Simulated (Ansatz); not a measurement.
Sr$_{3}$Al$_{2}$Sn$_{2}$:
```
CELL_PARAMETERS angstrom
     -2.22892     2.44215     9.91066
      2.22892    -2.44215     9.91066
      2.22892     2.44215    -9.91066
ATOMIC_POSITIONS crystal
  Sn 0.64152 0.64152 0.00000
  Sn 0.35848 0.35848 0.00000
  Al 0.56362 0.06362 0.50000
  Al 0.43638 0.93638 0.50000
  Sr 0.00000 0.50000 0.50000
  Sr 0.81689 0.81689 0.00000
  Sr 0.18311 0.18311 0.00000
```

Relaxed with PBEsol.

Map the electron localisation function on the plane through (0.642, 0.642, 0.000) spanned by u = [1, 1, 0] and v = [0, 1, 1] in lattice vectors, from PBEsol (plane waves, PAW; program Ansatz).

x is the fraction of u, y of v (the angle between them is 90°; rows are the nearest grid lines); atoms in the plane: Sn at (0.00, 0.00), Sn at (0.72, 0.00), Al at (0.92, 0.50), Al at (0.79, 0.50), Sr at (0.36, 0.50), Sr at (0.18, 0.00), Sr at (0.54, 0.00).
```
|0047178088013222231140932630013410024300|
|0047178088012211221162932630023420124300|
|0147169696012111121087922630024421135310|
|1347149994011000111099912742135531236421|
|3356118981010000011099702743336643346533|
|3466105740010022001067302653358644457743|
|4465101310000376100012002654478656657864|
|5554100000100799400000002455688457745875|
|5432100001101999700100001344685158831775|
|4322100011103978900110001223571049910374|
|4211111122104925910111111112450539903164|
|3211111222104904910221111112440239901053|
|4211111122104925910111111112450539903164|
|4322100011103978900110001223571049910374|
|5432100001101999700100001344685158831775|
|5554100000100799400000002455688457745875|
|4465101310000376100012002654478656657864|
|3466105740010022001067302653358644457743|
|3356118981010000011099703743336643346533|
|1347149994011000111099912742135531236421|
|0147169696012111121087922630024421135310|
|0047178088012211221162932630023420124300|
|0047178088013222231140932630013410024300|
```
Scale: ten equal steps from 0.001 (start of '0') to 0.904 (end of '9'), in the order '0123456789'; x runs from 0.000 to 1.00, y from 0.000 (bottom) to 1.00 (top).

The density is the valence pseudo-density with augmentation charge, so density and ELF within about 1 Å of a nucleus are not all-electron values.

Space group Immm. The workflow started from an entry of the Crystallography Open Database (COD). Whether it is the stable phase at ambient conditions was not checked. Symmetry was held in the PBEsol relaxation; whether a distortion lowers the energy is not shown. Scalar-relativistic: spin–orbit coupling is off unless named, which matters more the heavier the elements.

Potentials: the later of the program's two PAW sets.
